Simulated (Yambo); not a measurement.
Yambo run on a free-standing AlCl₃ monolayer (symmetry P-31m, slab cell 15.7 Å high). The wavefunctions are PBEsol (pw.x of Quantum ESPRESSO, ONCV potentials, scalar-relativistic) ones on a 6×6×1 mesh (24 occupied bands); a = 5.9295 Å, b = 5.9295 Å, c = 15.7000 Å, α = 90.00°, β = 90.00°, γ = 120.00°.

Yambo input:

```
rim_cut
HF_and_locXC
RandQpts= 1000000
RandGvec= 2 Ry
CUTGeo= "slab z"
EXXRLvcs= 58 Ry
VXCRLvcs= 232 Ry
% QPkrange
 1 | 1 | 24 | 25 |
 4 | 4 | 24 | 25 |
 7 | 7 | 24 | 25 |
%
```

k points by index: 1 = Γ, 4 = M, 7 = K.

Table of the .hf output:

```
#    K-point    Band    Eo [eV]    Ehf [eV]    Vxc [eV]    Vnlxc [eV]
#
    1    24    -0.054134    -4.406780    -14.73246    -19.08510
    1    25    5.583090    10.31065    -11.04510    -6.317537
    4    24    0.000000    -4.538788    -14.54333    -19.08212
    4    25    5.554748    10.20882    -11.03324    -6.379163
    7    24    -0.100963    -4.662579    -14.48847    -19.05009
    7    25    5.711545    10.45051    -11.14590    -6.406941
```
Exchange alone, without screening.

Geometry relaxed with PBEsol.

This is a model layer cut from the bulk structure; whether it is stable on its own was not checked.
